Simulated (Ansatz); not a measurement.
**Ta (Im-3m), a vibration from a frozen displacement**

All numbers below come from Ansatz 0.2.0, DFT PBEsol, scalar-relativistic, plane waves, PAW. Cutoff 420 eV, Γ-centred 10×10×10 k-points, Gaussian smearing of 0.15 eV. Spin–orbit coupling is left out, which matters for the heavy elements here. No spin polarisation. Energies are free energies at this smearing, counted from the undisturbed cell; pressure is positive in compression.

The undisturbed cell (as given, not relaxed at this level; it stands at -3.8 GPa):

```xyz
8
Lattice="-3.3026 -3.3026 3.3026 -3.3026 3.3026 -3.3026 3.3026 -3.3026 -3.3026" Properties=species:S:1:pos:R:3 pbc="T T T"
Ta   -1.6513   -1.6513   -1.6513
Ta    0.0000    0.0000   -3.3026
Ta    0.0000   -3.3026    0.0000
Ta    1.6513   -1.6513   -1.6513
Ta   -3.3026    0.0000    0.0000
Ta   -1.6513    1.6513   -1.6513
Ta   -1.6513   -1.6513    1.6513
Ta    0.0000    0.0000    0.0000
```

Atom 1 (Ta) is moved by x along the Cartesian unit vector (0.000, 0.000, 1.000); the cell and all other atoms stay fixed. The cell's volume is 144.08 Å³; the moved atoms weigh 180.948 u together and the others 1266.635 u. Some rows repeat others by symmetry and weren't run.

| x (Å) | ΔE (meV/cell) | total force on the moved atoms along the move (eV/Å) | pressure (GPa) |
| --- | --- | --- | --- |
| -0.4500 | 980.76 | 4.2284 | -0.3120 |
| -0.3938 | 756.54 | 3.7497 | -1.1008 |
| -0.3375 | 559.19 | 3.2579 | -1.7991 |
| -0.2813 | 390.37 | 2.7461 | -2.3994 |
| -0.2250 | 250.66 | 2.2144 | -2.8965 |
| -0.1688 | 141.43 | 1.6709 | -3.2838 |
| -0.1125 | 62.91 | 1.1174 | -3.5598 |
| -0.0563 | 15.76 | 0.5599 | -3.7234 |
| 0.0000 | 0.00 | 0.0000 | -3.7776 |
| 0.0563 | 15.76 | -0.5599 | -3.7234 |
| 0.1125 | 62.91 | -1.1174 | -3.5598 |
| 0.1688 | 141.43 | -1.6709 | -3.2838 |
| 0.2250 | 250.66 | -2.2144 | -2.8965 |
| 0.2813 | 390.37 | -2.7461 | -2.3994 |
| 0.3375 | 559.19 | -3.2579 | -1.7991 |
| 0.3938 | 756.54 | -3.7497 | -1.1008 |
| 0.4500 | 980.76 | -4.2284 | -0.3120 |

Problem. What frequency belongs to this motion?

Solution. The force constant is k = −dF/dx = 9.945 eV/Å², from the parabola through x = -0.0563, 0 and 0.0563. In every cell the moved atoms swing against the rest, so the mass is μ = m₁m₂/(m₁ + m₂) = 158.329 u, and ν̃ = 521.5 cm⁻¹ × √(|k|/μ) = 131 cm⁻¹, at this cell's pressure of -3.8 GPa. The pattern needn't be a normal mode: ν̃² is then a weighted mean of the squared nonzero frequencies at the zone centre of this cell, so it lies between the lowest and the highest of them.

Problem. How far does the harmonic law reach?

Solution. At x = -0.450 Å, kx²/2 = 1006.92 meV against the computed 980.76 meV (-2.6 %): the well is still close to harmonic there.

Problem. The pressure changes with x². What does that say about the frequency under compression?

Solution. With E = k(V)x²/2, k ∝ V^(−2γ) and x scaling with the cell as V^(1/3), P − P0 = −∂E/∂V = (2γ − 2/3) ΔE/V. At x = 0.1125 Å, V(P − P0) = 144.08 × 0.21784 / 160.2 eV = 195.90 meV and ΔE = 62.91 meV, so γ = 1/3 + V(P − P0)/(2ΔE) = 1.89. This is the Grüneisen parameter of the motion under uniform scaling of the cell: shrinking the cell evenly by 1 % in volume raises the frequency by about 1.89 %.

In a metal these slopes depend on the k mesh and the smearing.